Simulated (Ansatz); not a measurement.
Ru: relaxation of cell and atoms

Computed with DFT, PBEsol, all-electron LAPW, scalar-relativistic (Ansatz 0.2.0).

Command: `ansatz run input.yaml --threads 1 --pin off --max-ram 2048MiB --backend cpu --events-out ev --progress --plain --runs-dir out` The run took 2.2 min on 1 thread of Arm Neoverse V1, on a shared host, peak memory 0.49 GiB.

```yaml
crystal:
  lattice:
    - [2.7761117499, 0.0, 0.0]
    - [-1.388055875, 2.4041832992, 0.0]
    - [0.0, 0.0, 4.3931676036]
  atoms:
    - { symbol: Ru, position: [0.3333333333, 0.6666666667, 0.25] }
    - { symbol: Ru, position: [0.6666666667, 0.3333333333, 0.75] }
kpoints:
  mp_grid: { grid: [14, 14, 8] }
scf:
  occupations: { method: fermi_dirac, width: 0.05 }
hamiltonian:
  xc: pbesol
  pseudopotentials: { kind: all_electron, lapw: { basis_error: 0.001 } }
output:
  forces: true
  stress: true
relax:
  f_tol: 0.005
  max_steps: 80
  cell: {}
```

The cell comes from COD entry 9017842, which wasn't checked; take it as a given geometry. The listed cell was then made from it by scaling, straining or moving an atom.

Each frame lists the cell vectors (Å), then Cartesian positions (Å); symmetry keeps all forces zero. Free energies count from the first step, -246465.7984 eV.

The walk took 6 evaluations in all; steps that aren't listed are left out.

Step 1: E = 0.0 meV, P = -26.37 GPa

```
cell 2.7761 0.0000 0.0000 -1.3881 2.4042 0.0000 0.0000 0.0000 4.3932
Ru    0.0000    1.6028    1.0983
Ru    1.3881    0.8014    3.2949
```

Step 2:

```
cell 2.6452 0.0000 0.0000 -1.3226 2.2908 0.0000 0.0000 0.0000 4.1790
Ru    0.0000    1.5272    1.0447
Ru    1.3226    0.7636    3.1342
```

Step 3: E = -239.6 meV, P = -3.29 GPa

```
cell 2.7004 0.0000 0.0000 -1.3502 2.3386 0.0000 0.0000 0.0000 4.2607
Ru    0.0000    1.5591    1.0652
Ru    1.3502    0.7795    3.1955
```

**Question.** Give the energy, pressure of step 2.

**Answer.** E = -163.5 meV, P = 20.01 GPa
```
Ru    0.0000    1.5272    1.0447
Ru    1.3226    0.7636    3.1342
```

**Question.** How does the relaxation end?

**Answer.** It converges, with a = 2.692 Å, b = 2.692 Å, c = 4.246 Å, α = 90.00°, β = 90.00°, γ = 120.00° (conventional cell, space group P6_3/mmc). The last solve (on a basis chosen afresh for the final cell, so its energy is not quite comparable) gives E = -242.3 meV, P = 0.00 GPa:
```
cell 2.6920 0.0000 0.0000 -1.3460 2.3313 0.0000 0.0000 0.0000 4.2461
Ru    0.0000    1.5542    1.0615
Ru    1.3460    0.7771    3.1846
```
